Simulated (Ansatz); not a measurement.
Cu₃Au (Cu3Au type)

```
CELL_PARAMETERS angstrom
      3.78050     0.00000     0.00000
      0.00000     3.78050     0.00000
      0.00000     0.00000     3.78050
ATOMIC_POSITIONS crystal
  Cu 0.00000 0.50000 0.50000
  Cu 0.50000 0.00000 0.50000
  Cu 0.50000 0.50000 0.00000
  Au 0.00000 0.00000 0.00000
```

The slice is a {110} plane (indices of the conventional cell) through the point (0.500, 0.000, 0.500) (fractional), spanned by u = [100] and v = [011] in vectors of this cell: u (3.78 Å) and v (5.35 Å, at 90° to u). It covers one period; positions are fractions (u, v).

The numbers are results of PBE (plane waves to 420 eV, PAW, scalar-relativistic; Ansatz, a quantum-chemistry and plane-wave program), not measurements. k mesh 12×12×12. Near the nuclei the fields are pseudised (PAW); where an atom keeps semicore shells as valence, they peak there. Cu3Au is run without spin polarisation. Cu3Au was relaxed with its symmetry unable to fall. Spin-orbit coupling is left out, though Au is heavy.

Three fields on this plane, each scaled to ten steps between its own extremes (0 low, 9 high; the total valence density on a logarithmic scale, the potential cut 8 eV below its top; x marks points blanked near nuclei; v = 0 in the bottom row):

Map A
```
|xxxxxx033222330xxxxx|
|xxxxx01444344410xxxx|
|xxxxx04665556640xxxx|
|xxxx0367777777630xxx|
|xx01478888888887410x|
|12357999988899997532|
|44679999988899999764|
|12357999988899997532|
|xx01478888888887410x|
|xxxx0367777777630xxx|
|xxxxx04665556640xxxx|
|xxxxx01444344410xxxx|
|xxxxxx033222330xxxxx|
|xxxxxx023222320xxxxx|
|xxxxxx033222330xxxxx|
|xxxxx01444344410xxxx|
|xxxxx04665556640xxxx|
|xxxx0367777777630xxx|
|xx01478888888887410x|
|12357999988899997532|
|44679999988899999764|
|12357999988899997532|
|xx01478888888887410x|
|xxxx0367777777630xxx|
|xxxxx04665556640xxxx|
|xxxxx01444344410xxxx|
|xxxxxx033222330xxxxx|
|xxxxxx023222320xxxxx|
```

Map B
```
|xxxxxx478999874xxxxx|
|xxxxx05788888750xxxx|
|xxxxx36777777763xxxx|
|xxxx2567666667652xxx|
|xx03567655455676530x|
|34567776543456777654|
|55677776433346777765|
|34567776543456777654|
|xx03567655455676530x|
|xxxx2567666667652xxx|
|xxxxx36777777763xxxx|
|xxxxx05788888750xxxx|
|xxxxxx478999874xxxxx|
|xxxxxx479999974xxxxx|
|xxxxxx478999874xxxxx|
|xxxxx05788888750xxxx|
|xxxxx36777777763xxxx|
|xxxx2567666667652xxx|
|xx03567655455676530x|
|34567776543456777654|
|55677776433346777765|
|34567776543456777654|
|xx03567655455676530x|
|xxxx2567666667652xxx|
|xxxxx36777777763xxxx|
|xxxxx05788888750xxxx|
|xxxxxx478999874xxxxx|
|xxxxxx479999974xxxxx|
```

Map C
```
|xxxxxx631000136xxxxx|
|xxxxx95322122359xxxx|
|xxxxx85433433458xxxx|
|xxxx8655556555568xxx|
|xx97655667776655679x|
|76554456789876544556|
|55444456899986544445|
|76554456789876544556|
|xx97655667776655679x|
|xxxx8655556555568xxx|
|xxxxx85433433458xxxx|
|xxxxx95322122359xxxx|
|xxxxxx631000136xxxxx|
|xxxxxx621000126xxxxx|
|xxxxxx631000136xxxxx|
|xxxxx95322122359xxxx|
|xxxxx85433433458xxxx|
|xxxx8655556555568xxx|
|xx97655667776655679x|
|76554456789876544556|
|55444456899986544445|
|76554456789876544556|
|xx97655667776655679x|
|xxxx8655556555568xxx|
|xxxxx85433433458xxxx|
|xxxxx95322122359xxxx|
|xxxxxx631000136xxxxx|
|xxxxxx621000126xxxxx|
```

Task: Assign the maps to these fields: electron localisation function (ELF); valence electron density; electrostatic potential energy of an electron, from the cell's mean.

Result: A is the electron localisation function (ELF); B is the electrostatic potential energy of an electron, from the cell's mean; C is the valence electron density.
